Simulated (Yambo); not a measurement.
Bethe-Salpeter results for LiNbO3

```
CELL_PARAMETERS angstrom
      2.63472     1.52116     4.63437
     -2.63472     1.52116     4.63437
      0.00000    -3.04231     4.63437
ATOMIC_POSITIONS crystal
  Li 0.75000 0.75000 0.75000
  Li 0.25000 0.25000 0.25000
  O  0.62963 0.87036 0.25000
  O  0.37037 0.12963 0.75000
  O  0.25000 0.62963 0.87037
  O  0.75000 0.37036 0.12963
  O  0.87037 0.25000 0.62963
  O  0.12964 0.75000 0.37036
  Nb 0.00000 0.00000 0.00000
  Nb 0.50000 0.50000 0.50000
```

The geometry is that of Materials Project entry mp-552588, symmetrised and not relaxed again.

BSE in Yambo on norm-conserving PBEsol (Quantum ESPRESSO, 84 Ry, no spin-orbit coupling) bands: 6×6×6 mesh, 12 valence and 5 conduction bands, static screening with 75 bands and a 3 Ry block, scissor 1.22 eV, Tamm-Dancoff; field along x.

| state | energy (eV) | states within 2 meV | relative strength | class | main transitions |
|---|---|---|---|---|---|
| 1 | 3.44 | 3 | < 0.01 | dark | several band pairs |
| 2 | 3.49 | 2 | 0.24 | strong | several band pairs |
| 3 | 3.53 | 1 | < 0.01 | dark | VB → CB (66 %) |
| 4 | 3.54 | 1 | < 0.01 | dark | VB → CB (72 %) |
| 5 | 3.54 | 2 | 1.00 | strong | VB → CB (69 %) |
| 6 | 3.56 | 2 | < 0.01 | dark | VB → CB (80 %) |

These are vertical excitations (zero momentum); the indirect quasiparticle gap, about 3.60 eV, is smaller than the direct one (3.72 eV on the GW mesh). The direct quasiparticle gap on this mesh is 3.72 eV; counted from there, state 1 is bound by 0.28 eV. On a 2×2×2 mesh the same difference is 0.54 eV, so it isn't converged.

Spin singlets only. Strengths are relative to the strongest of the lowest states of this run; strong means a line over 3 % of the spectrum's maximum, dark under 0.03 %. Absolute energies carry the error of the G0W0 scissor, whose convergence isn't established; the long-wavelength screening was taken along (1,1,1) although the crystal is anisotropic.

Spin-orbit splittings are left out.

This is not the ordinary phase of the substance.
